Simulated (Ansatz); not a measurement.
CoIrN$_{2}$:
```yaml
crystal:
  lattice:
    - [1.36721, 0.78936, 6.09917]
    - [-1.36721, 0.78936, 6.09917]
    - [0.00000, -1.57871, 6.09917]
  atoms:
    - { symbol: Co, position: [0.50000, 0.50000, 0.50000] }
    - { symbol: Ir, position: [0.00000, 0.00000, 0.00000] }
    - { symbol: N, position: [0.89380, 0.89380, 0.89380] }
    - { symbol: N, position: [0.10620, 0.10620, 0.10620] }
```

Relaxed with PBE. Special points in fractions of this cell's reciprocal vectors: Γ (0.000, 0.000, 0.000); T (0.500, 0.500, 0.500); H2 (0.822, 0.178, 0.500); H0 (0.500, -0.178, 0.178); L (0.500, 0.000, 0.000); S0 (0.339, -0.339, 0.000); S2 (0.661, 0.000, 0.339); F (0.500, 0.000, 0.500).

Q: List the band energies nearest the Fermi level at these points for DFT-PBE in the program Ansatz with PAW potentials.

A: In eV from the Fermi level; about four levels below and three above (degenerate sets whole), none deeper than 8.9 eV; … stands for higher levels left out; points with the same levels are listed once.

| k | below | above |
|---|---|---|
| Γ | -0.70 -0.70 -0.03 -0.03 | 3.82 3.82 … |
| T | -1.90 -1.90 -1.61 -1.61 -0.54 | 1.81 1.81 2.93 2.93 |
| H2 | -1.20 -0.83 -0.42 -0.13 | 2.03 2.53 3.69 |
| L | -1.70 -1.32 -0.87 -0.28 | 0.64 1.47 2.41 |
| S0 | -1.13 -0.85 -0.51 -0.03 | 1.94 2.60 3.65 |
| F | -1.69 -1.20 -0.87 -0.03 | 1.47 1.86 3.31 |

Space group R-3m. The start of the workflow was typed in or built on a structure type; neither database checked (COD, Materials Project) lists it. Whether it is the stable phase at ambient conditions was not checked. The PBE relaxation kept the symmetry of its start; whether a distortion lowers the energy is not shown. The workflow began spin-polarised and lost its moments. Its formation energy is positive at this level, so the cell may be metastable or incomplete. Scalar-relativistic: spin–orbit coupling is off unless named, which matters more the heavier the elements.

Potentials: the later of the program's two PAW sets.
